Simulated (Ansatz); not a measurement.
## Profile along the Re–Re line in Re (hcp, Mg type)

Re (hcp, Mg type)

Space group P6₃/mmc (No. 194); a = b = 2.775 Å, c = 4.483 Å, α = β = 90.00°, γ = 120.00°

```json
[
 {"atom": "Re", "site": "2d", "symmetry": "-6m2", "x": "0.6667", "y": "0.3333", "z": "0.2500"}
]
```

Fields along a shortest Re–Re line of a (1 -1 0 0) plane (2.78 Å), from Re to Re, interpolated on the slice's grid (step about 0.2 Å). The numbers are results of PBE (plane waves to 420 eV, PAW, scalar-relativistic; Ansatz, a program for electronic structure), not measurements. k mesh 19×19×11. Inside the PAW spheres the values are not all-electron values, and peaks at nuclei hang on which shells count as valence. Re is run without spin polarisation. Re was relaxed with its symmetry unable to fall. Spin-orbit coupling is left out, though Re is heavy. The PAW data are Ansatz's earlier set.

```csv
distance from Re (Å),valence electron density (e/Å³),electron localisation function
0.00,6.84,x
0.28,6.96,x
0.56,4.57,0.72
0.83,1.52,0.44
1.11,0.54,0.27
1.39,0.41,0.36
1.67,0.54,0.27
1.95,1.52,0.44
2.22,4.57,0.72
2.50,6.96,x
2.78,6.84,x
```

x: too close to a nucleus for the ELF to mean much.

Density on the Re–Re line (2.78 Å) at its midpoint: 0.41 e/Å³. ELF at that point: 0.4.
